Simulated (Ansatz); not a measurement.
Relaxed-ion elastic tensor of KBr (rock salt, Fm-3m) in GPa (Voigt order), the program Ansatz at the PBE level (PAW); density 2.62 g/cm³, 37.69 Å³ per atom.

```
30.3   5.1   5.1   0.0   0.0   0.0
 5.1  30.3   5.1   0.0   0.0   0.0
 5.1   5.1  30.3   0.0   0.0   0.0
 0.0   0.0   0.0   5.2   0.0   0.0
 0.0   0.0   0.0   0.0   5.2   0.0
 0.0   0.0   0.0   0.0   0.0   5.2
```

### Question
Is the crystal mechanically stable?

### Answer
Yes: the smallest eigenvalue of C is 5.2 GPa.

### Question
Work out the Voigt, Reuss and Hill averages.

### Answer
K_V = 13.5, K_R = 13.5, K_H = 13.5; G_V = 8.2, G_R = 6.8, G_H = 7.5 GPa.

### Question
Give Young's modulus, Poisson's ratio, Pugh's ratio and the universal anisotropy index.

### Answer
E = 9KG/(3K + G) = 19.0 GPa; ν = 0.26; K/G = 1.79 (near the Pugh limit of 1.75, no verdict); A_U = 5G_V/G_R + K_V/K_R − 6 = 0.99.

### Question
Estimate the sound speeds and the Debye temperature.

### Answer
v_l = √((K + 4G/3)/ρ) = 2990 m/s, v_t = √(G/ρ) = 1690 m/s, mean 1880 m/s; Θ = (h/k)(3n/4πV)^(1/3) v_m = 167 K.

### Question
Give the Zener ratio and Young's modulus along [100], [110] and [111].

### Answer
A = 2C44/(C11 − C12) = 0.42; 1/E = S11 − 2(S11 − S12 − S44/2)Γ with Γ = 0, 1/4, 1/3 gives 28.8, 16.0, 13.9 GPa.

### Question
Solve the Christoffel equation for the three sound speeds along [100], [110], [111].

### Answer
Eigenvalues of C_ijkl n_j n_l equal ρv². In km/s, slowest first: [100] 1.41, 1.41, 3.40; [110] 1.41, 2.19, 2.96; [111] 1.97, 1.97, 2.79.

Symmetry was held in the PBE relaxation; phonons on a q-mesh show no instability.

Potentials: the later of the program's two PAW sets.
